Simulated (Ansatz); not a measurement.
Input for Ansatz (plane-wave DFT, PAW):

```yaml
crystal:
  lattice:
    - [3.7939189416, 0.0, 0.0]
    - [-1.8969594708, 3.2856301833, 0.0]
    - [0.0, 0.0, 7.2599143444]
  atoms:
    - { symbol: Ti, position: [0.0, 0.0, 0.0] }
    - { symbol: Ti, position: [0.0, 0.0, 0.5] }
    - { symbol: Te, position: [0.3333333333, 0.6666666667, 0.25] }
    - { symbol: Te, position: [0.6666666667, 0.3333333333, 0.75] }
basis:
  ecutwfc: 500
kpoints:
  mp_grid: { grid: [12, 12, 8] }
hamiltonian:
  xc: r2scan
scf:
  occupations: { method: gaussian, width: 0.1 }
output:
  forces: true
  stress: true
  eigenvalues: true
  write_density: true
  write_potential: true
  elf: true
  volumetric_format: npy
relax:
  adjacent_minimum: "off"
  f_tol: 0.01
  max_steps: 30
  cell: { stress_tol: 0.1, fix: [volume] }
```

Launched with
```bash
ansatz run input.yaml --threads 1 --pin off --max-ram 2560MiB --backend cpu --events-out ev --progress --plain --runs-dir out
```

All numbers below come from Ansatz, DFT r2SCAN, scalar-relativistic, plane waves, PAW.

From the run's log, abridged:

```
Pseudopotentials: kind: paw
Pseudopotential: Ti, paw, valence charge 12, recommended cutoff 500 eV (meta_gga)
Pseudopotential: Te, paw, valence charge 16, recommended cutoff 500 eV (meta_gga)
Functional definition: r2SCAN
Crystal: 4 atoms, lattice volume = 90.498 Å³
Basis set: ecut = 500 eV, 2259 PW (Γ), exchange–correlation on 120×120×216 points (64 copies of the dense FFT grid, shifted against one another)
Bands: 34, of which v1, the nominal top of the filled ones, is band 28 counted from 1 (27 counted from 0)
Symmetry: 24 space group operations
Space group: P63/mmc (ITA 194), of the structure as read, at distance tolerance 4.5e-5 Å
k-points: 95 of 1152
Initial density: superposition of atomic densities (neutral atoms: chi_scale 0, normalization atom), corrected by the library's trained network
Initial wavefunctions: pseudopotential atomic-orbital guess
Functional: x = r2scan, c = r2scan; τ floored in thin density (d = 2e-4 eV/Å³)
SCF iter   1: F=—  HF=-19001.023090 eV  |F-HF|=—  |Δ(HF+E_count)|=         —  Δρ=1.54e-2  dr2=3.02e-1  dr2_τ=2.30e-2  ethr=1.77e-3  ⟨swp⟩=5.9  Hψ=13234  notcnv=0
SCF iter   2: F=—  HF=-19001.071706 eV  |F-HF|=—  |Δ(HF+E_count)|=   4.86e-2  Δρ=3.54e-3  dr2=8.46e-3  dr2_τ=4.33e-3  ethr=5.39e-4  ⟨swp⟩=3.2  Hψ=6321  notcnv=0  defer=82
SCF iter   3: F=—  HF=-19001.075407 eV  |F-HF|=—  |Δ(HF+E_count)|=   3.70e-3  Δρ=2.27e-3  dr2=3.71e-3  dr2_τ=3.29e-4  ethr=1.51e-5  ⟨swp⟩=2.3  Hψ=4175  notcnv=0  defer=82
SCF iter   4: F=—  HF=-19001.077677 eV  |F-HF|=—  |Δ(HF+E_count)|=   2.27e-3  Δρ=3.33e-4  dr2=9.16e-5  dr2_τ=4.93e-6  ethr=6.62e-6  ⟨swp⟩=2.0  Hψ=5156  notcnv=0  defer=82
SCF iter   5: F=—  HF=-19001.077753 eV  |F-HF|=—  |Δ(HF+E_count)|=   7.65e-5  Δρ=1.00e-4  dr2=1.44e-5  dr2_τ=4.38e-7  ethr=1.64e-7  ⟨swp⟩=2.0  Hψ=5817  notcnv=0  defer=82
SCF iter   6: F=—  HF=-19001.077762 eV  |F-HF|=—  |Δ(HF+E_count)|=   8.21e-6  Δρ=3.30e-5  dr2=1.22e-6  dr2_τ=2.00e-8  ethr=2.58e-8  ⟨swp⟩=2.0  Hψ=4112  notcnv=0  defer=82
SCF iter   7: F=—  HF=-19001.077763 eV  |F-HF|=—  |Δ(HF+E_count)|=   1.08e-6  Δρ=1.66e-5  dr2=3.67e-7  dr2_τ=8.15e-9  ethr=2.18e-9  ⟨swp⟩=2.0  Hψ=4133  notcnv=0  defer=82
SCF iter   8: F=-19001.077763 eV  HF=-19001.077763 eV  |F-HF|=1.35e-9  |Δ(HF+E_count)|=   9.35e-8  Δρ=3.73e-6  dr2=1.07e-8  dr2_τ=3.98e-10  ethr=1.79e-10  ⟨swp⟩=11.3  Hψ=22163  notcnv=0
SCF 1 converged in 8 iterations: F = -19001.077763 eV  dr2 = 1.07e-8
relax step   1: F+E_penalty+E_count = -19001.07776275 eV  Δ(F+E_penalty+E_count) = +0.000e0 eV  max|allowed force component| = 1.388e-17 eV/Å  Δτ_max = 0.0000 Å  P = -4.585 GPa  Ω = 90.498 Å³  fix = [volume]  reactions: volume -4.585 GPa (8 SCF iters, dr2 threshold 1.00e-7 eV, accepted)
Basis set: ecut = 500 eV, 2265 PW (Γ), exchange–correlation on 120×120×216 points (64 copies of the dense FFT grid, shifted against one another)
Initial density: handed on by an earlier stage of this run
Initial wavefunctions: those handed on with the density
SCF iter   1: F=—  HF=-19001.076193 eV  |F-HF|=—  |Δ(HF+E_count)|=         —  Δρ=1.53e-3  dr2=2.65e-3  dr2_τ=3.62e-3  ethr=4.52e-6  ⟨swp⟩=2.0  Hψ=18677  notcnv=0
SCF iter   2: F=—  HF=-19001.079167 eV  |F-HF|=—  |Δ(HF+E_count)|=   2.97e-3  Δρ=6.08e-4  dr2=5.74e-4  dr2_τ=2.05e-5  ethr=4.52e-6  ⟨swp⟩=2.0  Hψ=4696  notcnv=0
SCF iter   3: F=—  HF=-19001.079156 eV  |F-HF|=—  |Δ(HF+E_count)|=   1.09e-5  Δρ=3.19e-4  dr2=1.95e-4  dr2_τ=3.85e-6  ethr=1.03e-6  ⟨swp⟩=1.9  Hψ=3550  notcnv=0
SCF iter   4: F=—  HF=-19001.079135 eV  |F-HF|=—  |Δ(HF+E_count)|=   2.01e-5  Δρ=1.07e-4  dr2=1.84e-5  dr2_τ=7.66e-7  ethr=3.47e-7  ⟨swp⟩=2.0  Hψ=4182  notcnv=0
SCF iter   5: F=—  HF=-19001.079139 eV  |F-HF|=—  |Δ(HF+E_count)|=   3.74e-6  Δρ=5.39e-5  dr2=1.98e-6  dr2_τ=3.98e-8  ethr=3.28e-8  ⟨swp⟩=2.0  Hψ=4206  notcnv=0
SCF iter   6: F=-19001.079142 eV  HF=-19001.079142 eV  |F-HF|=7.88e-8  |Δ(HF+E_count)|=   2.53e-6  Δρ=9.51e-6  dr2=1.10e-7  dr2_τ=2.13e-9  ethr=7.14e-10  ⟨swp⟩=11.9  Hψ=23608  notcnv=0
SCF 2 converged in 6 iterations: F = -19001.079142 eV  dr2 = 1.10e-7
relax step   2: F+E_penalty+E_count = -19001.07914181 eV  Δ(F+E_penalty+E_count) = -1.379e-3 eV  max|allowed force component| = 2.776e-17 eV/Å  Δτ_max = 0.0000 Å  P = -4.310 GPa  Ω = 90.498 Å³  energy of the carried Pulay correction = -1.774e-5 eV  fix = [volume]  reactions: volume -4.310 GPa (6 SCF iters, dr2 threshold 4.00e-7 eV, accepted)
Basis set: ecut = 500 eV, 2253 PW (Γ), exchange–correlation on 120×120×216 points (64 copies of the dense FFT grid, shifted against one another)
SCF iter   1: F=—  HF=-19001.079168 eV  |F-HF|=—  |Δ(HF+E_count)|=         —  Δρ=3.94e-4  dr2=1.74e-4  dr2_τ=2.48e-4  ethr=3.10e-7  ⟨swp⟩=3.0  Hψ=16023  notcnv=0
SCF iter   2: F=—  HF=-19001.079368 eV  |F-HF|=—  |Δ(HF+E_count)|=   1.99e-4  Δρ=1.59e-4  dr2=3.82e-5  dr2_τ=1.35e-6  ethr=3.10e-7  ⟨swp⟩=2.0  Hψ=4759  notcnv=0
SCF iter   3: F=—  HF=-19001.079367 eV  |F-HF|=—  |Δ(HF+E_count)|=   9.97e-7  Δρ=8.26e-5  dr2=1.26e-5  dr2_τ=2.59e-7  ethr=6.83e-8  ⟨swp⟩=1.9  Hψ=3562  notcnv=0
SCF iter   4: F=—  HF=-19001.079365 eV  |F-HF|=—  |Δ(HF+E_count)|=   1.40e-6  Δρ=2.75e-5  dr2=1.22e-6  dr2_τ=5.40e-8  ethr=2.25e-8  ⟨swp⟩=2.0  Hψ=4187  notcnv=0
SCF iter   5: F=—  HF=-19001.079366 eV  |F-HF|=—  |Δ(HF+E_count)|=   1.77e-7  Δρ=1.41e-5  dr2=1.39e-7  dr2_τ=2.65e-9  ethr=2.18e-9  ⟨swp⟩=2.0  Hψ=4205  notcnv=0
SCF iter   6: F=-19001.079366 eV  HF=-19001.079366 eV  |F-HF|=5.32e-9  |Δ(HF+E_count)|=   1.78e-7  Δρ=2.54e-6  dr2=8.06e-9  dr2_τ=1.46e-10  ethr=1.34e-10  ⟨swp⟩=9.7  Hψ=20136  notcnv=0
SCF 3 converged in 6 iterations: F = -19001.079366 eV  dr2 = 8.06e-9
relax step   3: F+E_penalty+E_count = -19001.07936572 eV  Δ(F+E_penalty+E_count) = -2.239e-4 eV  max|allowed force component| = 2.776e-17 eV/Å  Δτ_max = 0.0000 Å  P = -4.382 GPa  Ω = 90.498 Å³  energy of the carried Pulay correction = -1.312e-5 eV  fix = [volume]  reactions: volume -4.382 GPa (6 SCF iters, dr2 threshold 7.49e-8 eV, accepted)
Initial wavefunctions: pseudopotential atomic-orbital guess (no wavefunctions were taken with the density)
SCF iter   1: F=—  HF=-19001.079384 eV  |F-HF|=—  |Δ(HF+E_count)|=         —  Δρ=2.14e-5  dr2=4.25e-8  dr2_τ=2.60e-7  ethr=1.04e-7  ⟨swp⟩=3.7  Hψ=21362  notcnv=0
SCF iter   2: F=—  HF=-19001.079388 eV  |F-HF|=—  |Δ(HF+E_count)|=   3.06e-6  Δρ=1.09e-5  dr2=1.17e-8  dr2_τ=2.14e-8  ethr=7.60e-11  ⟨swp⟩=2.9  Hψ=6369  notcnv=0
SCF iter   3: F=—  HF=-19001.079388 eV  |F-HF|=—  |Δ(HF+E_count)|=   6.10e-7  Δρ=1.89e-6  dr2=2.50e-9  dr2_τ=5.13e-10  ethr=2.09e-11  ⟨swp⟩=2.0  Hψ=4895  notcnv=0
SCF iter   4: F=—  HF=-19001.079388 eV  |F-HF|=—  |Δ(HF+E_count)|=   6.33e-9  Δρ=6.74e-7  dr2=4.62e-10  dr2_τ=2.09e-11  ethr=4.46e-12  ⟨swp⟩=2.0  Hψ=4753  notcnv=0
SCF iter   5: F=-19001.079388 eV  HF=-19001.079388 eV  |F-HF|=1.27e-10  |Δ(HF+E_count)|=  8.33e-10  Δρ=2.75e-7  dr2=1.03e-10  dr2_τ=4.47e-12  ethr=1.00e-12  ⟨swp⟩=7.7  Hψ=15580  notcnv=0
SCF 4 converged in 5 iterations: F = -19001.079388 eV  dr2 = 1.03e-10
SCF converged after 5 iterations
Free energy (F): -19001.079388 eV
Harris-Foulkes:  -19001.079388 eV  (|F-HF|=1.27e-10)
Internal energy: -19001.059718 eV  (E = F + TS)
E sigma→0 (E₀):  -19001.069553 eV
Entropy (-TS):   -0.019670 eV (-4.918 meV/atom)
Fermi energy:    12.937899 eV
--- Per-component energies (eV) ---
  E_band       = -811.529484
  E_kinetic    = 906.220959
  E_local      = -3824.436088  (includes V_loc(G=0)·N_el)
  E_nonlocal   = -600.138576
  E_hartree    = 2156.571415
  E_xc         = -416.403894
  E_vxc        = -488.694980  (∫ρ·V_xc dr)
  E_paw        = -11490.251401  (= ΣΔE_a)
  E_vpaw       = -1149.137432  (= ΣTr[D̂ρ^β])
  E_aug_tail   = 0.000122  (compensation charges beyond the density's cutoff)
  E_vtau       = 31.513367  (kinetic-family band-sum trace: ∫τ·v_τ [+ j·A + Jᵃ·Aᵃ] dr)
  E_ewald      = -5732.685052
  E_core_change = 0.062797  (= ΣΔE_core)
  E_smearing   = -0.019670  (= −TS)
--- Forces (eV/Å), atoms counted from 1 ---
  atom   1  Ti     0.00000000     0.00000000     0.00000000
  atom   2  Ti     0.00000000     0.00000000     0.00000000
  atom   3  Te     0.00000000     0.00000000     0.00000000
  atom   4  Te     0.00000000     0.00000000     0.00000000
--- Stress (GPa, compression-positive) ---
       -4.384512       0.000000       0.000000
        0.000000      -4.384512       0.000000
        0.000000       0.000000      -4.376445
  P = ⅓ Tr σ = -4.3818 GPa (-43.818 kbar)
--- Band table (eV; the first three rows and the last of 95) ---
  k-point 0: bands = ["-47.0319", "-47.0288", "-25.5499", "-25.5499", "-25.5477", "-25.5477", "-25.5369", "-25.5369", "-25.5339", "-25.5339", "-25.5306", "-25.5289", "-22.2792", "-22.2476", "-22.2476", "-22.2412", "-22.2412", "-22.2253", "-1.1497", "0.0000", "5.8834", "9.9975", "9.9975", "10.6650", "11.4875", "12.3044", "12.3044", "12.7660", "12.7660", "12.7925", "12.7925", "13.6508", "13.6508", "14.3151"]
  k-point 1: bands = ["-47.0318", "-47.0289", "-25.5498", "-25.5498", "-25.5479", "-25.5479", "-25.5367", "-25.5367", "-25.5339", "-25.5339", "-25.5306", "-25.5290", "-22.2772", "-22.2473", "-22.2473", "-22.2415", "-22.2415", "-22.2273", "-1.1155", "-0.0586", "6.0176", "10.0406", "10.0406", "10.1925", "11.8269", "11.9504", "11.9504", "12.8145", "12.8145", "13.0854", "13.0854", "13.6964", "13.6964", "14.2013"]
  k-point 2: bands = ["-47.0314", "-47.0293", "-25.5497", "-25.5497", "-25.5482", "-25.5482", "-25.5362", "-25.5362", "-25.5341", "-25.5341", "-25.5304", "-25.5291", "-22.2713", "-22.2466", "-22.2466", "-22.2422", "-22.2422", "-22.2332", "-1.0153", "-0.2157", "6.3999", "9.3865", "10.1692", "10.1692", "11.4735", "11.4735", "12.2910", "12.8781", "12.8781", "13.2724", "13.2724", "13.9116", "14.0231", "14.0231"]
  k-point 94: bands = ["-47.0276", "-47.0276", "-25.5536", "-25.5536", "-25.5522", "-25.5522", "-25.5303", "-25.5303", "-25.5281", "-25.5281", "-25.5244", "-25.5244", "-22.2757", "-22.2757", "-22.2702", "-22.2702", "-22.2354", "-22.2354", "0.8090", "0.8090", "7.4423", "7.4423", "7.6011", "7.6011", "8.9011", "8.9011", "12.5940", "12.5940", "13.8284", "13.8284", "14.1738", "14.1738", "14.2221", "14.2221"]
--- Relaxed structure (3 steps of the walk, 3 accepted, 1 SCFs on fresh bases) ---
  F+E_penalty+E_count = -19001.07938817 eV   max|allowed force component| = 2.718e-17 eV/Å   (the final SCF, on the basis selected at the relaxed cell)
  cell:  # Å, volume = 90.4978 Å³
    - [3.80912011, 0.0, 0.0]
    - [-1.90456005, 3.29879478, 0.0]
    - [0.0, 0.0, 7.20208522]
  atoms:
    - { symbol: Ti, position: [0.0, 0.0, 0.0] }
    - { symbol: Ti, position: [0.0, 0.0, 0.49999999] }
    - { symbol: Te, position: [0.33333333, 0.66666666, 0.24999999] }
    - { symbol: Te, position: [0.66666666, 0.33333333, 0.74999999] }
```

The relaxation met its thresholds.

Time: 2.9 min on 1 thread of Arm Neoverse V1, on a shared host, peak memory 0.77 GiB.